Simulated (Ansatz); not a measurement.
Y4S3N2 in space group C2/m (No. 12; Pearson symbol mS18), plane-wave PAW r²SCAN (Ansatz code), all energies at zero smearing, with the estimated change up to a 700 eV cutoff added, with one set of potentials and settings (totals compare only within such a set). Cell of 9 atoms (4 Y, 3 S, 2 N): -18946.228 eV.

```csv
element,reference phase,E (eV/atom)
Y,"P6_3/mmc, 2 atoms in the cell",-3859.7073
S,"P2/c, 32 atoms in the cell",-905.8156
N,"Pa-3, 8 atoms in the cell",-384.8315
```

Formation energy per atom, worked out: (-18946.228 − 4×(-3859.7073) − 3×(-905.8156) − 2×(-384.8315))/9 = -2.254 eV/atom (-218 kJ per mol of atoms), at 0 K, without zero-point energy or fitted corrections.

The first step of the workflow began from a Materials Project structure, measured or hypothetical; the Crystallography Open Database copy checked does not list it. Its standing as an ambient phase is unchecked. The cell was relaxed with r²SCAN under the symmetry of its start; whether a distortion lowers the energy is not shown. No spin polarisation was allowed. The references are the lowest solids computed at this level, not always the standard phases (solids in place of the gases).

Potentials: the later of the program's two PAW sets.
